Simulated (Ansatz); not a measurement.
Hg:
```xyz
2
Lattice="3.3965 0.0000 0.0000 -1.6982 2.9414 0.0000 0.0000 0.0000 5.3550" Properties=species:S:1:pos:R:3 pbc="T T T"
Hg     1.6982     0.9805     4.0162
Hg     0.0000     1.9610     1.3387
```

Relaxed with r²SCAN+D4. Special points in fractions of this cell's reciprocal vectors: Γ (0.000, 0.000, 0.000); M (0.500, 0.000, 0.000); K (0.333, 0.333, 0.000); A (0.000, 0.000, 0.500); L (0.500, 0.000, 0.500); H (0.333, 0.333, 0.500).

**Question.** List the band energies nearest the Fermi level at these points for r²SCAN+D4 (plane waves, PAW; program Ansatz).

**Answer.** In eV from the Fermi level; about four levels below and three above (degenerate sets whole), none deeper than 8.9 eV; … stands for higher levels left out; points with the same levels are listed once.

```csv
k,below,above
Γ,-5.81 -5.81 -1.24 -0.44,11.72 11.72 13.06
M,-5.73 -5.70 -2.39 -1.80,2.87 3.62 4.49
K,-5.87 -5.87 -5.77 -1.30 -1.30,1.39 5.41 5.41
A,-5.99 -5.99 -5.99 -5.99 -5.93 -5.93,7.23 7.23 …
L,-5.76 -5.76 -1.17 -1.17,0.30 0.30 8.98 8.98
H,-5.80 -5.80 -0.41 -0.41,1.93 1.93 3.24 3.24
```

Space group P6_3/mmc (hcp (Mg type)). The first step of the workflow began from a Materials Project structure, measured or hypothetical; the Crystallography Open Database copy checked does not list it. It is not the usual solid phase (space group No. 166). The r²SCAN+D4 relaxation kept the symmetry of its start; its stability against distortions is not shown here. The substance is a gas or liquid at ambient conditions. The pairwise dispersion correction was not fitted to metals. Spin–orbit coupling is left out wherever it is not named.

Potentials: the later of the program's two PAW sets.
